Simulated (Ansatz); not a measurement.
Input file for Ansatz (a quantum-chemistry and plane-wave program):

Ansatz 0.2 input:
```yaml
crystal:
  lattice:
    - [0.0, 3.496392386, 3.496392386]
    - [3.496392386, 0.0, 3.496392386]
    - [3.496392386, 3.496392386, 0.0]
  atoms:
    - { symbol: Sb, position: [0.0, 0.0, 0.0] }
    - { symbol: Sb, position: [0.25, 0.25, 0.25] }
kpoints:
  mp_grid: { grid: [8, 8, 8] }
  band_path:
    path:
      - [[0.0, 0.0, 0.0], [0.5, 0.0, 0.5], [0.625, 0.25, 0.625]]  # Γ-X-U
      - [[0.375, 0.375, 0.75], [0.0, 0.0, 0.0], [0.5, 0.5, 0.5], [0.5, 0.25, 0.75], [0.5, 0.0, 0.5]]  # K-Γ-L-W-X
    npoints: 12
basis: { xc_grid: 2 }
hamiltonian:
  xc: pbe
  pseudopotentials: { azcp: { folder: ./paw }, kind: paw_fr }
magnetization: { noncollinear: true, spin_orbit: true }
scf:
  n_extra_bands: 12
  convergence: { dr2_threshold: 0.0000000001 }
  occupations: { method: gaussian, width: 0.05 }
output: { eigenvalues: true }
```

Output (shortened):

```
Pseudopotential: Sb, paw, valence charge 15
Functional definition: PBE
non-collinear run that drives no moment, with spin-orbit …
Crystal: 2 atoms, lattice volume = 85.485 Å³
Basis set: ecut = 420 eV, 1687 PW (Γ), exchange–correlation on 72×72×72 points (8 copies of the dense FFT grid, shifted against one another)
Bands: 42, of which v1, the nominal top of the filled ones, is band 30 counted from 1 (29 counted from 0)
Symmetry: 48 space group operations + 48 with time reversal
k-points: 29 of 512
Projection manifold: j_resolved (fully-relativistic pseudo-atomic orbitals)
SCF iter   1: F=—  HF=-12973.387008 eV  |F-HF|=—  |Δ(HF+E_count)|=         —  Δρ=1.15e-2  dr2=1.37e-1  dr2_m=0.00e0 (ungated)  ethr=3.10e-3  |M|=0.00e0 ∫|m|=0.00e0 μB  |m|>n=0.0e0 m-floor=0.0e0 τ_xc=0.0e0  β_m=0.30  ⟨swp⟩=8.7  Hψ=3272  notcnv=0  defer=24
preconditioner: auto → none
SCF iter   2: F=—  HF=-12973.373571 eV  |F-HF|=—  |Δ(HF+E_count)|=   1.34e-2  Δρ=7.95e-3  dr2=6.32e-2  dr2_m=0.00e0 (ungated)  ethr=4.56e-4  |M|=0.00e0 ∫|m|=0.00e0 μB  |m|>n=0.0e0 m-floor=0.0e0 τ_xc=0.0e0  β_m=0.62  ⟨swp⟩=1.4  Hψ=746  notcnv=0  defer=136
SCF iter   3: F=—  HF=-12973.365226 eV  |F-HF|=—  |Δ(HF+E_count)|=   8.34e-3  Δρ=1.22e-3  dr2=7.27e-4  dr2_m=0.00e0 (ungated)  ethr=2.11e-4  |M|=0.00e0 ∫|m|=0.00e0 μB  |m|>n=0.0e0 m-floor=0.0e0 τ_xc=0.0e0  β_m=0.55  ⟨swp⟩=2.7  Hψ=753  notcnv=0  defer=154
SCF iter   4: F=—  HF=-12973.364866 eV  |F-HF|=—  |Δ(HF+E_count)|=   3.60e-4  Δρ=5.32e-4  dr2=1.16e-4  dr2_m=0.00e0 (ungated)  ethr=2.42e-6  |M|=0.00e0 ∫|m|=0.00e0 μB  |m|>n=0.0e0 m-floor=0.0e0 τ_xc=0.0e0  β_m=0.77  ⟨swp⟩=2.1  Hψ=876  notcnv=0  defer=154
SCF iter   5: F=—  HF=-12973.364845 eV  |F-HF|=—  |Δ(HF+E_count)|=   2.16e-5  Δρ=1.86e-4  dr2=2.72e-5  dr2_m=0.00e0 (ungated)  ethr=3.88e-7  |M|=0.00e0 ∫|m|=0.00e0 μB  |m|>n=0.0e0 m-floor=0.0e0 τ_xc=0.0e0  β_m=0.73  ⟨swp⟩=2.0  Hψ=962  notcnv=0  defer=154
SCF iter   6: F=—  HF=-12973.364833 eV  |F-HF|=—  |Δ(HF+E_count)|=   1.19e-5  Δρ=3.62e-5  dr2=1.06e-6  dr2_m=0.00e0 (ungated)  ethr=9.08e-8  |M|=0.00e0 ∫|m|=0.00e0 μB  |m|>n=0.0e0 m-floor=0.0e0 τ_xc=0.0e0  β_m=0.74  ⟨swp⟩=2.8  Hψ=969  notcnv=0  defer=154
SCF iter   7: F=—  HF=-12973.364846 eV  |F-HF|=—  |Δ(HF+E_count)|=   1.29e-5  Δρ=3.40e-6  dr2=8.18e-9  dr2_m=0.00e0 (ungated)  ethr=3.54e-9  |M|=0.00e0 ∫|m|=0.00e0 μB  |m|>n=0.0e0 m-floor=0.0e0 τ_xc=0.0e0  β_m=0.87  ⟨swp⟩=2.0  Hψ=821  notcnv=0  defer=154
SCF iter   8: F=—  HF=-12973.364846 eV  |F-HF|=—  |Δ(HF+E_count)|=  4.37e-10  Δρ=5.14e-7  dr2=1.40e-10  dr2_m=0.00e0 (ungated)  ethr=2.73e-11  |M|=0.00e0 ∫|m|=0.00e0 μB  |m|>n=0.0e0 m-floor=0.0e0 τ_xc=0.0e0  β_m=0.94  ⟨swp⟩=3.0  Hψ=1018  notcnv=0  defer=154
SCF iter   9: F=-12973.364846 eV  HF=-12973.364846 eV  |F-HF|=3.64e-12  |Δ(HF+E_count)|=  2.55e-11  Δρ=3.91e-8  dr2=1.22e-12  dr2_m=0.00e0 (ungated)  ethr=1.00e-12  |M|=0.00e0 ∫|m|=0.00e0 μB  |m|>n=0.0e0 m-floor=0.0e0 τ_xc=0.0e0  ⟨swp⟩=9.7  Hψ=2156  notcnv=0
SCF 1 converged in 9 iterations: F = -12973.364846 eV  dr2 = 1.22e-12
NSCF: frozen V_eff on 74 k-points
SCF converged after 9 iterations
Magnetization: |M| = 0.0000 μB,  M = (+0.0000, +0.0000, +0.0000) μB
Absolute magnetization: 0.0000 μB (∫|m|)
  site 0: m = (+0.0000, +0.0000, +0.0000) μB, |m| = 0.0000 μB  (R = 1.25 Å)
  site 1: m = (+0.0000, +0.0000, +0.0000) μB, |m| = 0.0000 μB  (R = 1.25 Å)
Free energy (F): -12973.364846 eV
Harris-Foulkes:  -12973.364846 eV  (|F-HF|=3.64e-12)
Internal energy: -12973.362891 eV  (E = F + TS)
E sigma→0 (E₀):  -12973.363869 eV
Entropy (-TS):   -0.001954 eV (-0.977 meV/atom)
Fermi energy:    5.971144 eV
--- Per-component energies (eV) ---
  E_band       = -450.957250
  E_kinetic    = 323.073556
  E_local      = -3922.932460  (includes V_loc(G=0)·N_el)
  E_nonlocal   = 779.524867
  E_hartree    = 1630.475256
  E_xc         = -196.722719
  E_vxc        = -179.905705  (∫ρ·V_xc dr)
  E_paw        = -9090.952527  (= ΣΔE_a)
  E_vpaw       = -711.668223  (= ΣTr[D̂ρ^β])
  E_aug_tail   = 0.000271  (compensation charges beyond the density's cutoff)
  E_ewald      = -2495.829136
  E_smearing   = -0.001954  (= −TS)
  E_closure    =  0.000000  (closes the sum)
  Σ components = -12973.364846   (vs F -12973.364846, Δ=0.00e0)
  [band-id]    e_kinetic+e_local+e_nonlocal+2·e_hartree+e_vxc+e_vpaw+e_augmentation_tail = -450.957183   (vs E_band -450.957250, Δ=6.67e-5)
--- Band table (eV; the first three rows and the last of 29) ---
  k-point 0: bands = ["-23.8035", "-23.8035", "-23.8035", "-23.8035", "-23.7687", "-23.7687", "-23.7687", "-23.7687", "-22.6060", "-22.6060", "-22.5423", "-22.5423", "-22.5423", "-22.5423", "-22.5390", "-22.5390", "-22.5390", "-22.5390", "-22.4868", …
  k-point 1: bands = ["-23.8041", "-23.8041", "-23.8022", "-23.8022", "-23.7700", "-23.7700", "-23.7681", "-23.7681", "-22.6038", "-22.6038", "-22.5508", "-22.5508", "-22.5500", "-22.5500", "-22.5312", "-22.5312", "-22.5309", "-22.5309", "-22.4884", …
  k-point 2: bands = ["-23.8053", "-23.8053", "-23.7986", "-23.7986", "-23.7735", "-23.7735", "-23.7667", "-23.7667", "-22.5979", "-22.5979", "-22.5606", "-22.5606", "-22.5576", "-22.5576", "-22.5232", "-22.5232", "-22.5222", "-22.5222", "-22.4931", …
  k-point 28: bands = ["-23.8057", "-23.8057", "-23.7876", "-23.7876", "-23.7847", "-23.7847", "-23.7655", "-23.7655", "-22.5861", "-22.5861", "-22.5752", "-22.5752", "-22.5458", "-22.5458", "-22.5424", "-22.5424", "-22.5084", "-22.5084", "-22.4954", …
```

Cost: around 30 core-seconds (rough) on shared cores.

Space group Fd-3m (diamond). The start of the workflow was typed in or built on a structure type; neither database checked (COD, Materials Project) lists it. It is not the phase usual at ambient conditions (space group No. 166). The cell was relaxed with PBE under the symmetry of its start; its stability against distortions is not shown here.

Potentials: the earlier of the program's two PAW sets.

Ansatz is a plane-wave DFT program.
